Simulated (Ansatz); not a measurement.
AlGa₃N₄:
```yaml
crystal:
  lattice:
    - [4.46535, 0.00000, 0.00000]
    - [0.00000, 4.46535, 0.00000]
    - [0.00000, 0.00000, 4.46535]
  atoms:
    - { symbol: Al, position: [0.00000, 0.00000, 0.00000] }
    - { symbol: Ga, position: [0.50000, 0.50000, 0.00000] }
    - { symbol: Ga, position: [0.00000, 0.50000, 0.50000] }
    - { symbol: Ga, position: [0.50000, 0.00000, 0.50000] }
    - { symbol: N, position: [0.75535, 0.75535, 0.24465] }
    - { symbol: N, position: [0.75535, 0.24465, 0.75535] }
    - { symbol: N, position: [0.24465, 0.24465, 0.24465] }
    - { symbol: N, position: [0.24465, 0.75535, 0.75535] }
```

DFT-r²SCAN in the program Ansatz with PAW potentials gives a gap of 2.82 eV without spin–orbit coupling, maximum at Γ, minimum at Γ.

Task: What happens when spin–orbit coupling is switched on?

Result: The gap shrinks by 0.01 eV, to 2.81 eV; maximum at Γ, minimum at Γ.

Task: How large is the spin–orbit splitting of the valence top at Γ?

Result: The fourfold level lies 0.02 eV above the split-off pair.

Task: Give the electron effective mass with spin–orbit coupling.

Result: 0.22 mₑ (isotropic).

Space group P-43m. The first step of the workflow began from a Materials Project structure, measured or hypothetical; the Crystallography Open Database copy checked does not list it. With Al and Ga taken as one species the cell has the higher symmetry F-43m, so it may be an ordered model of a mixed-site phase. Whether it is the stable phase at ambient conditions was not checked. Symmetry was held in the r²SCAN relaxation; its stability against distortions is not shown here.

Potentials: the later of the program's two PAW sets.
